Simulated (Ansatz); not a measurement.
Relaxed-ion elastic tensor of In (body-centred tetragonal, I4/mmm) in GPa (Voigt order), PBEsol (plane waves, PAW; program Ansatz); density 7.48 g/cm³, 25.50 Å³ per atom.

```
65.0  28.9  41.6   0.0   0.0   0.0
28.9  65.0  41.6   0.0   0.0   0.0
41.6  41.6  50.7   0.0   0.0   0.0
 0.0   0.0   0.0   6.7   0.0   0.0
 0.0   0.0   0.0   0.0   6.7   0.0
 0.0   0.0   0.0   0.0   0.0   3.8
```

Problem. Is the crystal mechanically stable?

Solution. Yes: the smallest eigenvalue of C is 3.8 GPa.

Problem. Work out the Voigt, Reuss and Hill averages.

Solution. K_V = 45.0, K_R = 45.0, K_H = 45.0; G_V = 8.0, G_R = 6.1, G_H = 7.0 GPa.

Problem. Give Young's modulus, Poisson's ratio, Pugh's ratio and the universal anisotropy index.

Solution. E = 9KG/(3K + G) = 20.1 GPa; ν = 0.43; K/G = 6.39 (ductile by the Pugh limit of 1.75); A_U = 5G_V/G_R + K_V/K_R − 6 = 1.61.

Problem. Estimate the sound speeds and the Debye temperature.

Solution. v_l = √((K + 4G/3)/ρ) = 2700 m/s, v_t = √(G/ρ) = 971 m/s, mean 1100 m/s; Θ = (h/k)(3n/4πV)^(1/3) v_m = 112 K.

Problem. How much does each axis shrink under pressure?

Solution. Linear compressibilities β_i = Σ_j S_ij (j = 1 to 3): x 7.0, y 7.0, z 8.2 per TPa.

Symmetry was held in the PBEsol relaxation. As this level gives no gap, shear constants depend on the k-mesh and smearing (Fermi–Dirac, 0.1 eV here).

Potentials: the later of the program's two PAW sets.
